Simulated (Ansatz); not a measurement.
## CO2: what a change does to the field gradients

Base: a computed structure from the Materials Project (it need not be an observed phase), its atoms then relaxed with r2SCAN in this cell.

```
CELL_PARAMETERS angstrom
4.78455 0.00000 0.00000
0.00000 6.31554 0.00000
0.00000 0.00000 5.67889
ATOMIC_POSITIONS crystal
C 0.50000 0.85374 0.75000
C 0.00000 0.35374 0.75000
C 0.00000 0.64626 0.25000
C 0.50000 0.14626 0.25000
O 0.70142 0.14557 0.13625
O 0.29858 0.14557 0.36375
O 0.79858 0.64557 0.13625
O 0.20142 0.35443 0.86375
O 0.20142 0.64557 0.36375
O 0.79858 0.35443 0.63625
O 0.70142 0.85443 0.63625
O 0.29858 0.85443 0.86375
```

Atom numbers follow the list; atoms alike are taken as one site, whose name carries the number of the first.

Method: Kohn–Sham DFT in Ansatz, r2SCAN, plane waves and PAW, scalar-relativistic, 500 eV cutoff, Γ-centred 5×4×4 k-points, Fermi–Dirac smearing 0.02 eV.

Q: Variant: atom 11 (O) moved by 0.15 Å along (-0.140, 0.008, 0.053) Å. What happens to the gradients (10²¹ V/m²)?

A: 

```json
{"site": "C1", "atoms": "1", "V_zz base": "-3.58", "η base": "0.01", "V_zz variant": "-4.02", "η variant": "0.01"}
{"site": "C2", "atoms": "2, 3, 4", "V_zz base": "-3.58", "η base": "0.01", "V_zz variant": "-3.58", "η variant": "0.01"}
{"site": "O5", "atoms": "5, 9", "V_zz base": "7.32", "η base": "0.03", "V_zz variant": "7.33", "η variant": "0.04"}
{"site": "O6", "atoms": "6", "V_zz base": "7.32", "η base": "0.03", "V_zz variant": "7.32", "η variant": "0.03"}
{"site": "O7", "atoms": "7", "V_zz base": "7.32", "η base": "0.03", "V_zz variant": "7.31", "η variant": "0.03"}
{"site": "O8", "atoms": "8", "V_zz base": "7.32", "η base": "0.03", "V_zz variant": "7.30", "η variant": "0.02"}
{"site": "O10", "atoms": "10", "V_zz base": "7.32", "η base": "0.03", "V_zz variant": "7.33", "η variant": "0.05"}
{"site": "O11", "atoms": "11", "V_zz base": "7.32", "η base": "0.03", "V_zz variant": "-1.67", "η variant": "0.07"}
{"site": "O12", "atoms": "12", "V_zz base": "7.32", "η base": "0.03", "V_zz variant": "9.35", "η variant": "0.02"}
```

The largest change of V_zz is on O11, from 7.32 to -1.67. In per cent, |V_zz| changes by 0 to +12 on C, 0 to +28 on O (all sites that start above 0.5, bar those whose gradient vanishes or changes sign or whose main axis turns by over 40°). V_zz changes sign on O11 (same axis). The number of symmetry-distinct sites goes from 2 to 12.

For the variant: At this cell the r2SCAN pressure is 9 GPa (principal stresses up to 25 GPa in size), so with r2SCAN the cell would grow if it were relaxed. With the atom moved the r2SCAN pressure is 9 GPa. The atoms aren't relaxed after the move (largest force 24.5 eV/Å).
